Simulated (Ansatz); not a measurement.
**IrRh₄: computed properties**

These are results of DFT PBE, scalar-relativistic, plane waves, PAW (Ansatz 0.2.0), not measurements.

Cutoff 420 eV; k points 12×12×12 on the computed 5-atom cell (Γ-centred); Gaussian smearing, width 0.10 eV; no spin polarisation.

The structure is relaxed at this level of theory with its symmetry kept, and needn't be the ground state of this composition.

Space group I4/m (No. 87), tetragonal, a = 6.067 Å, c = 3.835 Å. Around Ir lie 12 Rh at 2.71 Å; around Rh lie 9 Rh at 2.70–2.73 Å and 3 Ir at 2.71 Å.

| Property | Result |
| --- | --- |
| Volume per atom | 14.12 Å³ |
| Formation energy from the elements' standard states (uncorrected) | -0.015 eV/atom |
| Kohn–Sham band gap | none (metal) |
| Density of states at the Fermi level | 6.8 states/eV per cell |
| Orbital (Löwdin) character within 0.5 eV of the Fermi level | Rh 4d 78 %, Ir 5d 18 % |
| Bader charge by site (e) | Ir (1 in the cell) -0.14, Rh (4 in the cell) 0.03 |

Spin-orbit coupling is left out, which matters for the bands of heavy elements.

The cell was found from a structure generator's guess, not taken from experiment. Löwdin shares on free-atom orbitals overweight diffuse shells.
